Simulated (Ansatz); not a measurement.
# Two-dimensional strain map in HfN

Theory: DFT PBEsol, scalar-relativistic, plane waves, PAW (Ansatz). The runs took a 420 eV cutoff, a Γ-centred 16×16×16 mesh and Gaussian smearing (0.15 eV). Spin–orbit coupling is left out, which can shift energies with elements as heavy as these. No spin polarisation. Energies are free energies at this smearing, counted from the undisturbed cell; pressure is positive in compression.

Zero of the scan (as given, not relaxed at this level; it stands at -5.0 GPa; this zinc-blende form isn't the usual structure):

```
Hf N
1.0
     0.00000    2.45482    2.45482
     2.45482    0.00000    2.45482
     2.45482    2.45482    0.00000
Hf N
1 1
Direct
  0.00000 0.00000 0.00000
  0.75000 0.75000 0.75000
```

The cell is strained by p along both x and y and by q along z, fractional coordinates fixed. Points are written (p, q).

p was sampled at -0.050, -0.025, 0.000, 0.025, 0.050 and q at -0.050, -0.025, 0.000, 0.025, 0.050.

Question: Where on the computed points is the energy highest, and how high?

Answer: At (0.050, 0.050): 235.1 meV/atom.

Question: Away from (0, 0), which computed point is lowest?

Answer: (0.000, -0.025): -3.2 meV/atom.

The map, in meV/atom:

```
 p \ q  -0.050  -0.025  0.000  0.025  0.050
-0.050   156.6    98.1   61.7   46.0   49.3
-0.025    51.9    17.3    2.4    5.9   26.6
 0.000    10.7    -3.2    0.0   19.6   54.6
 0.025    23.7    27.4   46.1   79.3  126.2
 0.050    83.1   101.7  133.6  178.3  235.1
```